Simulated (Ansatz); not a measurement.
LuAgO2:
```cif
data_Ag3Lu3O6
_chemical_formula_sum 'Lu3 Ag3 O6'
_space_group_name_H-M_alt 'R-3m :H'
_space_group_IT_number 166
_space_group_name_Hall '-R 3 2"'
_cell_length_a 3.39917
_cell_length_b 3.39917
_cell_length_c 18.70249
_cell_angle_alpha 90.000
_cell_angle_beta 90.000
_cell_angle_gamma 120.000
loop_
_atom_site_label
_atom_site_type_symbol
_atom_site_symmetry_multiplicity
_atom_site_Wyckoff_symbol
_atom_site_fract_x
_atom_site_fract_y
_atom_site_fract_z
_atom_site_occupancy
Lu1 Lu 3 b 0.00000 0.00000 0.50000 1
Ag1 Ag 3 a 0.00000 0.00000 0.00000 1
O1 O 6 c 0.00000 0.00000 0.11057 1
```
(The calculation used a cell of 4 atoms; values per cell refer to that cell.)

Relaxed with r²SCAN.

Question: Which orbitals make up the states near the band edges in r²SCAN (plane waves, PAW; program Ansatz)?

Answer: Top 1 eV of the valence band: O 2p 48 %, Ag 4d 30 %, Lu 4f 12 %, Ag 5s 6 %. Bottom 1 eV of the conduction band: Ag 5s 37 %, O 2p 21 %, Ag 4d 15 %, O 2s 9 %, outside the projected shells 9 %. Projections are on Löwdin-orthogonalised atomic valence shells; empty p or d shells of many metals are not among them.

Question: Tabulate the density of states.

Answer: States/eV per cell of 4 atoms, in 0.25 eV bins, energy from the valence-band maximum.

```
E (eV)  total  Lu 4f  O 2p  Ag 4d
------  -----  -----  ----  -----
-5.85    0.00   0.00  0.00   0.00
-5.60    0.32   0.00  0.18   0.08
-5.35    1.48   0.01  0.82   0.42
-5.10    2.96   0.04  1.62   0.89
-4.85    3.22   0.06  1.73   1.08
-4.60    0.67   0.01  0.35   0.22
-4.35    3.55   0.06  1.82   1.18
-4.10    3.75   0.09  2.05   1.12
-3.85    6.31   0.20  3.22   2.14
-3.60    6.20   0.46  3.19   1.90
-3.35    4.66   0.45  1.85   1.85
-3.10    9.01   0.98  2.78   4.44
-2.85   13.16   3.79  5.37   3.23
-2.60    5.16   1.12  0.72   3.08
-2.35   18.95  13.56  0.28   4.89
-2.10   33.08  27.69  1.30   3.63
-1.85    6.28   2.98  1.45   1.46
-1.60    2.48   0.78  0.79   0.69
-1.35    4.98   1.23  1.92   1.39
-1.10    4.44   0.87  2.09   1.12
-0.85    6.42   1.00  3.47   1.52
-0.60    2.79   0.36  1.44   0.69
-0.35    2.40   0.14  0.95   0.94
-0.10    1.73   0.05  0.58   0.82
0.15     0.00   0.00  0.00   0.00
0.40     0.00   0.00  0.00   0.00
0.65     0.00   0.00  0.00   0.00
0.90     0.00   0.00  0.00   0.00
1.15     0.00   0.00  0.00   0.00
1.40     0.00   0.00  0.00   0.00
1.65     0.00   0.00  0.00   0.00
1.90     0.00   0.00  0.00   0.00
2.15     0.00   0.00  0.00   0.00
2.40     0.00   0.00  0.00   0.00
2.65     0.09   0.00  0.01   0.02
2.90     0.21   0.00  0.04   0.04
3.15     0.41   0.00  0.09   0.07
3.40     2.19   0.00  0.44   0.29
3.65     2.21   0.00  0.38   0.19
3.90     1.35   0.00  0.16   0.07
4.15     0.64   0.00  0.05   0.02
4.40     0.41   0.00  0.03   0.01
4.65     0.30   0.00  0.02   0.00
4.90     0.23   0.00  0.01   0.00
5.15     0.15   0.00  0.01   0.00
5.40     0.21   0.00  0.02   0.00
5.65     2.83   0.00  0.34   0.03
5.90     3.01   0.00  0.31   0.03
6.15     1.72   0.00  0.16   0.01
6.40     3.64   0.00  0.39   0.04
6.65     3.34   0.00  0.33   0.02
6.90     1.60   0.00  0.12   0.01
7.15     0.96   0.00  0.07   0.00
```

The workflow started from a Materials Project entry (that database holds measured and hypothetical structures alike); the Crystallography Open Database copy checked does not list it. Whether it is the stable phase at ambient conditions was not checked. Symmetry was held in the r²SCAN relaxation; its stability against distortions is not shown here. No spin polarisation was allowed. Spin–orbit coupling is left out wherever it is not named.

Potentials: the later of the program's two PAW sets.
